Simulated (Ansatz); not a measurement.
**Vibrational response of Al$_{3}$FeCo$_{2}$**

All numbers below come from DFT PBE, scalar-relativistic, plane waves, PAW (Ansatz). Cutoff 420 eV, 16×16×6 k-points (Γ-centred), Gaussian smearing of 0.20 eV. Collinear spin, site moments 0.0, 0.0, 0.0, 0.0, 0.0, 0.4 μB. Phonons by linear response, acoustic sum rule imposed.

Relaxed structure:
```xyz
6
Lattice="2.8562 0.0000 0.0000 0.0000 2.8562 0.0000 0.0000 0.0000 8.5868" Properties=species:S:1:pos:R:3 pbc="T T T"
Al    0.0000    0.0000    7.1682
Al    0.0000    0.0000    1.4187
Al    0.0000    0.0000    4.2934
Co    1.4281    1.4281    2.8744
Co    1.4281    1.4281    5.7124
Fe    1.4281    1.4281    0.0000
```

The cell was found from a structure generator's guess, not taken from experiment. In a metal, frequencies depend on the k mesh and the smearing, soft modes most.

Question: Is this structure stable against zone-centre distortions?

Answer: Yes, at Γ: no optical mode is imaginary. Strains and other wave vectors aren't tested by this run.

Question: List the optical modes at Γ (i marks imaginary ones).

Answer:
```csv
frequency (cm⁻¹),degeneracy
168,2
170,2
219,1
221,1
295,2
309,2
334,1
337,2
348,1
395,1
```
